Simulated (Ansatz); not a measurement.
Harmonic vibrational thermodynamics of Al₂Ru in space group Fddd (No. 70; Al on 16f, Ru on 8b) at fixed volume, DFT-PBEsol in the program Ansatz with PAW potentials. The rows extrapolate the 0 K crystal and know nothing of melting or changes of phase.

| T (K) | F_vib (meV/atom) | S (J/K per mol of atoms) | C_V (J/K per mol of atoms) |
|---|---|---|---|
| 50 | 50.4 | 0.7 | 2.3 |
| 100 | 49.1 | 4.4 | 9.3 |
| 200 | (withheld) | (withheld) | 18.1 |
| 300 | 20.6 | 22.1 | 21.4 |
| 400 | -5.8 | 28.5 | 22.9 |
| 600 | (withheld) | 38.0 | (withheld) |
| 800 | -161.7 | 45.0 | 24.4 |
| 1000 | -260.9 | (withheld) | (withheld) |

### Question
What belongs in the gaps?

### Answer

- 200, F_vib (meV/atom): 39.5
- 200, S (J/K per mol of atoms): 14.0
- 600, C_V (J/K per mol of atoms): 24.0
- 600, F_vib (meV/atom): -75.3
- 1000, S (J/K per mol of atoms): 50.5
- 1000, C_V (J/K per mol of atoms): 24.6

The first step of the workflow began from a Materials Project structure, measured or hypothetical; the Crystallography Open Database copy checked does not list it. With Al and Ru taken as one species the cell has the higher symmetry Fddd, so it may be an ordered model of a mixed-site phase. Whether it is the stable phase at ambient conditions was not checked. The cell was relaxed with PBEsol under the symmetry of its start; phonons on a q-mesh show no instability. No spin polarisation was allowed. Scalar-relativistic: spin–orbit coupling is off unless named, which matters more the heavier the elements.

Potentials: the later of the program's two PAW sets.
